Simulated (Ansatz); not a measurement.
## Trial structures of Al2BN3: starts and ends

All numbers below come from Ansatz 0.2.0, DFT PBE, scalar-relativistic, plane waves, PAW. All cells share a 420 eV cutoff and Γ-centred k meshes spaced at most about 0.3 Å⁻¹ (about 0.25 or finer for metals, 2π included). No spin polarisation in the final relaxations.

Each guess was relaxed in cell and atoms at zero pressure, within the symmetry of its start. These are static total energies at zero pressure. Coordination counts B or N atoms around Al (for each partner element, those within 1.25 times its shortest distance or 1.15 times the sum of covalent radii, where it is the nearest in units of that sum or under 1.3; a plus sign parts groups by distance over the sum of covalent radii).

```csv
guess,made from,start group,V start (Å³/atom),end group,V end (Å³/atom),coordination at the end,gap on mesh (eV),E over the lowest end (meV/atom)
1,CeZn2Ni3 type,P6/mmm,11.5,?,?,?,?,?
2,Er2Mg3Ru type,P4/mmm,14.5,P4/mmm,9.9,Al 1+4,0,0
3,Zr2CuSb3 type,P-4m2,11.5,P-4m2,11.7,Al 4+1,0,166
4,random cell,R-3m,12.3,R-3m,11.9,Al 4,0,1386
```

Guess 1 as it starts:

```cif
data_structure
_symmetry_space_group_name_H-M 'P6/mmm'
_symmetry_Int_Tables_number 191
_cell_length_a 4.7291
_cell_length_b 4.7291
_cell_length_c 3.5540
_cell_angle_alpha 90.000
_cell_angle_beta 90.000
_cell_angle_gamma 120.000
_cell_volume 68.83
loop_
_atom_site_label
_atom_site_type_symbol
_atom_site_symmetry_multiplicity
_atom_site_Wyckoff_symbol
_atom_site_fract_x
_atom_site_fract_y
_atom_site_fract_z
_atom_site_occupancy
Al1 Al 2 c 0.33333 0.66667 0.00000 1
B1 B 1 a 0.00000 0.00000 0.00000 1
N1 N 3 g 0.50000 0.00000 0.50000 1
```

**Question.** Predict the end of this guess and its energy over the lowest end.

**Answer.** It ends in space group P6/mmm (No. 191), with a = 5.099 Å, c = 2.704 Å, 10.1 Å³/atom and no gap. It lies 0.98 eV/atom over the lowest end, above guess 3 and below guess 4. Counting B or N atoms around Al, this end has Al 6 and the lowest (guess 2) has Al 1+4.

```
CELL_PARAMETERS angstrom
5.09872 0.00000 0.00000
-2.54936 4.41562 0.00000
0.00000 0.00000 2.70444
ATOMIC_POSITIONS crystal
Al 0.33333 0.66667 0.00000
Al 0.66667 0.33333 0.00000
B 0.00000 0.00000 0.00000
N 0.50000 0.00000 0.50000
N 0.00000 0.50000 0.50000
N 0.50000 0.50000 0.50000
```

The zero of energy is the elements' standard structures at the same level (N₂ as a molecule); no fitted shifts are applied.

**Question.** Is the lowest end bound against the elements?

**Answer.** Yes: its formation energy is −0.21 eV/atom. A negative formation energy is needed for stability but isn't enough: competing phases decide.

Weakly bound directions are ill-defined at this level, which has no dispersion term (P-4m2), and this can change margins and order among such cells. A magnetic state wasn't ruled out in cells without spin, among them P4/mmm, P-4m2. Cells relaxed within their symmetry can be saddle points. A lower structure may well exist outside this small set. Some candidate types were left out of the draw beforehand, so a known form may be missing.
